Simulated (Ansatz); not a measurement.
Put NbVTe3 in P6/mmm (No. 191): Nb on 1a; V on 1b; Te on 3g.

Computed with DFT PBE, scalar-relativistic, plane waves, PAW in Ansatz 0.2.0. Cutoff 420 eV, Γ-centred mesh, Gaussian smearing, collinear spin.

Q: Which cell and coordinates does it relax to?

A:

Space group P6/mmm (No. 191). a = 6.156 Å, b = 6.156 Å, c = 4.479 Å, α = 90.00°, β = 90.00°, γ = 120.00°
```json
{"atom": "Nb", "site": "1a", "symmetry": "6/mmm", "x": "0.0000", "y": "0.0000", "z": "0.0000"}
{"atom": "V", "site": "1b", "symmetry": "6/mmm", "x": "0.0000", "y": "0.0000", "z": "0.5000"}
{"atom": "Te", "site": "3g", "symmetry": "mmm", "x": "0.5000", "y": "0.0000", "z": "0.5000"}
```

Nb is surrounded by 2 V at 2.24 Å; V is surrounded by 2 Nb at 2.24 Å and 6 Te at 3.08 Å; Te is surrounded by 4 Te at 3.08 Å and 2 V at 3.08 Å. Another local minimum with the same sites may exist.

Q: Is it a metal?

A: The gap on the 6×6×8 mesh of the 5-atom cell is 0 eV (a metal), the net moment per atom is 0.00 μB and the moment by site is all under 0.1 μB.

The last run used collinear spin and Gaussian smearing of 0.10 eV. These runs have no spin–orbit coupling, which can matter for Te. Another magnetic order may lie lower. Symmetry constrained the relaxation, so the result can be a saddle point. Site moments count only spheres around the atoms; the net moment includes the space between them.
